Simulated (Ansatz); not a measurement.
KBr:
```
CELL_PARAMETERS angstrom
      0.00000     3.30442     3.30442
      3.30442     0.00000     3.30442
      3.30442     3.30442     0.00000
ATOMIC_POSITIONS crystal
  K  0.00000 0.00000 0.00000
  Br 0.50000 0.50000 0.50000
```

Plane-wave PAW r²SCAN (Ansatz code) gives a gap of 5.07 eV without spin–orbit coupling, maximum at Γ, minimum at Γ.

Problem. What happens when spin–orbit coupling is switched on?

Solution. The gap decreases by 0.16 eV, to 4.91 eV; maximum at Γ, minimum at Γ.

Problem. How large is the spin–orbit splitting of the valence top at Γ?

Solution. The fourfold level lies 0.49 eV above the split-off pair.

Problem. Give the electron effective mass with spin–orbit coupling.

Solution. 0.39 mₑ (isotropic).

Problem. Give the hole effective mass with spin–orbit coupling, band 1 of 2 at the edge.

Solution. 3.6 along [100], 3.0 along [110], 2.9 along [111] (mₑ).

Problem. Give the hole effective mass with spin–orbit coupling, band 2 of 2 at the edge.

Solution. 0.81 along [100], 0.85 along [110], 0.87 along [111] (mₑ).

Space group Fm-3m (rock salt). The cell was relaxed with r²SCAN under the symmetry of its start; phonons on a q-mesh show no instability.

Potentials: the later of the program's two PAW sets.
